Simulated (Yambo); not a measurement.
G0W0@LDA for WO3 (ReO3 type, space group Pm-3m, No. 221) in Yambo. Reference settings: 4×4×4 Γ-centred k mesh, bands 2 to 129 and a 10 Ry block in the screening, 129 bands in G with the Bruneval-Gonze terminator, plasmon pole fitted at 27.2 eV. The LDA gap R → Γ on this mesh is 0.58 eV; G0W0 gaps are taken between the same points.

Gap (R → Γ) in eV against the number of bands and the screening block, terminator on:

```csv
bands (W and G),2 Ry,4 Ry,6 Ry,8 Ry,10 Ry
32,2.164,1.875,1.853,1.858,1.853
47,2.031,1.736,1.718,1.737,1.734
70,1.950,1.648,1.630,1.663,1.663
99,1.917,1.597,1.579,1.616,1.616
129,1.906,1.571,1.551,1.593,1.594
```

Rough cost of the Yambo step against the reference (shared machines):

```csv
bands (W and G),2 Ry,4 Ry,6 Ry,8 Ry,10 Ry
32,1/8,1/7,1/8,1/6,1/5
47,1/6,1/3,1/5,1/4,1/3
70,1/3,1/3,1/3,1/2,1/2
99,1/2,1/2,~1,~1,~1
129,~1,~1,~1,~1,1
```

At the largest block the last step in bands moves the gap by -0.022 eV; at the most bands the last step in the block moves it by 0.001 eV.

Without spin-orbit coupling, band edges of such heavy elements can be off by tenths of an eV. The cell is held in this high symmetry; tilts and polar distortions were not searched.

Geometry relaxed with LDA; primitive cell a = b = c = 3.769 Å, α = β = γ = 90.00°.

The structure is a Materials Project entry; no match was found in the copy of COD used, and its stability was not checked.
